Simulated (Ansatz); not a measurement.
Ta2SiN:
```yaml
crystal:
  lattice:
    - [3.22379, 0.00000, 0.00000]
    - [-1.61190, 2.79189, 0.00000]
    - [0.00000, 0.00000, 12.00974]
  atoms:
    - { symbol: Si, position: [0.33333, 0.66667, 0.75000] }
    - { symbol: Si, position: [0.66667, 0.33333, 0.25000] }
    - { symbol: Ta, position: [0.33333, 0.66667, 0.09577] }
    - { symbol: Ta, position: [0.66667, 0.33333, 0.59577] }
    - { symbol: Ta, position: [0.66667, 0.33333, 0.90423] }
    - { symbol: Ta, position: [0.33333, 0.66667, 0.40423] }
    - { symbol: N, position: [0.00000, 0.00000, 0.00000] }
    - { symbol: N, position: [0.00000, 0.00000, 0.50000] }
```

Relaxed with r²SCAN. Special points in fractions of this cell's reciprocal vectors: Γ (0.000, 0.000, 0.000); M (0.500, 0.000, 0.000); K (0.333, 0.333, 0.000); A (0.000, 0.000, 0.500); L (0.500, 0.000, 0.500); H (0.333, 0.333, 0.500).

Task: List the band energies nearest the Fermi level at these points for plane-wave PAW r²SCAN with spin–orbit coupling (Ansatz code).

Result: In eV from the Fermi level; about four levels below and three above (degenerate sets whole), none deeper than 8.9 eV; points with the same levels are listed once.

```tsv
k	below	above
Γ	-0.54 -0.54 -0.31 -0.31	0.05 0.05 0.29 0.29
M	-0.93 -0.93 -0.34 -0.34	0.20 0.20 0.65 0.65
K	-0.49 -0.49 -0.44 -0.44	0.34 0.34 0.37 0.37
A	-0.04 -0.04 -0.04 -0.04	0.03 0.03 0.03 0.03
L	-0.67 -0.67 -0.67 -0.67	0.44 0.44 0.44 0.44
H	-0.79 -0.79 -0.61 -0.61	0.47 0.47 0.51 0.51
```

Space group P6_3/mmc. The start of the workflow was typed in or built on a structure type; neither database checked (COD, Materials Project) lists it. Whether it is the stable phase at ambient conditions was not checked. The cell was relaxed with r²SCAN under the symmetry of its start; its stability against distortions is not shown here. No spin polarisation was allowed.

Potentials: the earlier of the program's two PAW sets.
